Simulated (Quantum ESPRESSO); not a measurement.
# Band energies of LiF

```xyz
2
Lattice="0.0000 2.0007 2.0007 2.0007 0.0000 2.0007 2.0007 2.0007 0.0000" Properties=species:S:1:pos:R:3 pbc="T T T"
Li     0.0000     0.0000     0.0000
F      2.0007     2.0007     2.0007
```

PBEsol (pw.x of Quantum ESPRESSO, ONCV potentials, no spin-orbit coupling); path ΓXWKΓLUWLK,UX; energies in eV from the valence-band maximum.

```
k (1/Å)  point  band 1  band 2  band 3  band 4  band 5  band 6  band 7  band 8
-------  -----  ------  ------  ------  ------  ------  ------  ------  ------
0.00         Γ  -40.14  -19.84    0.00    0.00    0.00    9.12   24.18   24.18
0.73            -40.10  -19.56   -1.32   -0.48   -0.48   11.19   18.97   20.11
1.57         X  -40.06  -19.10   -3.13   -1.04   -1.04   14.83   16.35   17.60
2.36         W  -40.06  -19.13   -2.16   -2.16   -0.82   15.04   15.04   17.54
2.47            -40.06  -19.14   -2.32   -2.00   -0.82   14.98   15.02   17.64
2.91         K  -40.06  -19.15   -2.60   -1.62   -0.76   14.46   14.91   18.56
3.22            -40.06  -19.25   -1.95   -1.95   -0.47   13.05   15.21   19.26
4.06            -40.12  -19.70   -0.83   -0.30   -0.01   10.07   19.12   21.04
4.58         Γ  -40.14  -19.84    0.00    0.00    0.00    9.12   24.18   24.18
4.89            -40.14  -19.79   -0.39   -0.03   -0.03    9.50   20.88   22.61
5.62            -40.08  -19.45   -2.32   -0.21   -0.21   10.73   16.88   19.34
5.94         L  -40.07  -19.39   -2.60   -0.24   -0.24   10.73   16.79   18.97
6.47            -40.07  -19.27   -2.44   -1.22   -0.47   12.37   15.77   19.13
6.90         U  -40.06  -19.15   -2.60   -1.62   -0.76   14.46   14.91   18.56
7.34            -40.06  -19.14   -2.32   -2.00   -0.82   14.98   15.02   17.64
7.45         W  -40.06  -19.13   -2.16   -2.16   -0.82   15.04   15.04   17.54
8.01            -40.07  -19.27   -2.41   -1.28   -0.50   12.50   15.74   19.05
8.56         L  -40.07  -19.39   -2.60   -0.24   -0.24   10.73   16.79   18.97
8.74            -40.07  -19.38   -2.58   -0.37   -0.27   10.94   16.63   19.02
9.44            -40.06  -19.17   -2.51   -1.67   -0.71   14.12   15.01   18.71
9.52         K  -40.06  -19.15   -2.60   -1.62   -0.76   14.46   14.91   18.56
9.52         U  -40.06  -19.15   -2.60   -1.62   -0.76   14.46   14.91   18.56
10.08        X  -40.06  -19.10   -3.13   -1.04   -1.04   14.83   16.35   17.60
```

The PBEsol gap is direct, 9.12 eV at Γ.

Geometry relaxed with PBEsol.
